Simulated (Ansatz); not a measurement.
Level of theory: DFT PBE, scalar-relativistic, plane waves, PAW in Ansatz. Settings: cutoff 420 eV, Γ-centred meshes spaced at most about 0.3 Å⁻¹, and about 0.25 Å⁻¹ or finer for metals (2π included), Gaussian smearing. No spin polarisation in the final relaxations.

These are static total energies at zero pressure.

Two relaxed structures of GeP₄:

A.

```cif
data_structure
_symmetry_space_group_name_H-M 'I4/mmm'
_symmetry_Int_Tables_number 139
_cell_length_a 4.6353
_cell_length_b 4.6353
_cell_length_c 7.7211
_cell_angle_alpha 90.000
_cell_angle_beta 90.000
_cell_angle_gamma 90.000
_cell_volume 165.90
loop_
_atom_site_label
_atom_site_type_symbol
_atom_site_symmetry_multiplicity
_atom_site_Wyckoff_symbol
_atom_site_fract_x
_atom_site_fract_y
_atom_site_fract_z
_atom_site_occupancy
Ge1 Ge 2 a 0.00000 0.00000 0.00000 1
P1 P 4 d 0.50000 0.00000 0.25000 1
P2 P 4 e 0.00000 0.00000 0.34166 1
```

B.

```cif
data_structure
_symmetry_space_group_name_H-M 'P4/nbm:1'
_symmetry_Int_Tables_number 125
_cell_length_a 6.1681
_cell_length_b 6.1681
_cell_length_c 4.7992
_cell_angle_alpha 90.000
_cell_angle_beta 90.000
_cell_angle_gamma 90.000
_cell_volume 182.59
loop_
_atom_site_label
_atom_site_type_symbol
_atom_site_symmetry_multiplicity
_atom_site_Wyckoff_symbol
_atom_site_fract_x
_atom_site_fract_y
_atom_site_fract_z
_atom_site_occupancy
Ge1 Ge 2 a 0.50000 0.50000 0.00000 1
P1 P 8 m 0.62796 0.87204 0.31867 1
```

Question: Which would you expect to be lower, and how large is the difference?

Answer: B is lower, by 37 meV/atom. A has space group I4/mmm (No. 139), 16.6 Å³/atom and no gap on its mesh; B has space group P4/nbm (No. 125), 18.3 Å³/atom and no gap. Counting P atoms around Ge (those within 1.25 times the shortest such distance or 1.15 times the sum of covalent radii; a plus sign parts nearer from farther groups; the shortest distance is added where it is long for a bond), A has Ge 2+8 and B has Ge 8 from 2.9 Å. A holds P–P bonds in all directions (shortest 2.42 Å); B holds P–P units of three or more atoms (shortest 2.23 Å). The lower one is the more open, so pressure narrows the difference. Even the lower one lies +0.34 eV/atom against the reference forms of the elements (uncorrected), so neither is stable at this level. Both come from invented guesses.

Cells relaxed within their symmetry can be saddle points.
